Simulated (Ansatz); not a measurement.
## CsAlMo₂O₈: computed property card

CsAlMo₂O₈:
```xyz
12
Lattice="5.5782 0.0000 0.0000 -2.7891 4.8309 0.0000 0.0000 0.0000 8.0095" Properties=species:S:1:pos:R:3 pbc="T T T"
Cs     0.0000     0.0000     0.0000
Al     0.0000     0.0000     4.0047
Mo     0.0000     3.2206     5.6557
Mo     2.7891     1.6103     2.3537
O      0.0000     3.2206     7.3820
O      2.7891     1.6103     0.6275
O      0.0000     1.5288     5.1150
O      2.7891     3.3020     2.8945
O      1.4651     4.0664     5.1150
O      1.3240     0.7644     2.8945
O     -1.4651     4.0664     5.1150
O      4.2542     0.7644     2.8945
```

Space group P-3m1 (No. 164); conventional cell a = 5.5782 Å, b = 5.5782 Å, c = 8.0095 Å, α = 90.00°, β = 90.00°, γ = 120.00°.

Method: DFT-PBEsol in the program Ansatz with PAW potentials. The cell and atoms are relaxed at this level. Other levels are named where they apply.

**Cell and energy**

```yaml
volume_per_atom: 17.99 Å³
density: 3.69 g/cm³
Formation energy from the elements (no fitted shifts): -2.27 eV/atom
```

**Electronic structure**

```yaml
band_gap: 3.96 eV (smallest direct gap 3.96 eV)
valence_band_maximum: on the Γ–A line, 4 % of the way from Γ
conduction_band_minimum: at Γ
Electron effective mass, band 1 of 2 at the edge: 2.3 along z (mₑ)
Electron effective mass, band 2 of 2 at the edge: 1.8 along x, 2.3 along z (mₑ)
Electron effective mass with spin–orbit coupling: 2.3, 2.9, 2.9 mₑ (principal values)
HSE06 gap on the PBEsol cell: 5.42 eV
Gap with spin–orbit coupling: 3.96 eV
```

**Mechanics**

```yaml
Bulk modulus (Birch–Murnaghan fit): 22.8 GPa
Pressure derivative B′: 9.6
Elastic constants (relaxed ions, GPa): C11 = 119, C12 = 48.7, C13 = 14.1, C14 = 0.6, C33 = 23.2, C44 = 19.2
mechanical_stability: stable (all eigenvalues of C positive)
hill_bulk_and_shear_moduli: 34.2 and 23.9 GPa
Young's modulus: 58.2 GPa
Poisson's ratio: 0.22
debye_temperature_from_the_elastic_constants: 320 K
```

**Dielectric response**

```yaml
Electronic dielectric constant ε∞ (DFPT): 3.01 (xx = yy), 2.87 (zz)
Born charges (a third of the trace): Cs +1.37, Al +4.48, Mo +3.49, O -1.74 to -1.21 e
```

**Charges**

```yaml
bader_charges: Cs +0.90, Al +2.57, Mo +2.60, O -1.14 to -0.92 e
```

The first step of the workflow began from a Materials Project structure, measured or hypothetical; the Crystallography Open Database files this formula in space group No. 164, but the cells were not matched. Its standing as an ambient phase is unchecked. The PBEsol relaxation kept the symmetry of its start; whether a distortion lowers the energy is not shown. The run is not spin-polarised. No Hubbard U is applied. The references are the lowest solids computed at this level, not always the standard phases (solids in place of the gases). Scalar-relativistic: spin–orbit coupling is off unless named, which matters more the heavier the elements.

Potentials: the later of the program's two PAW sets.
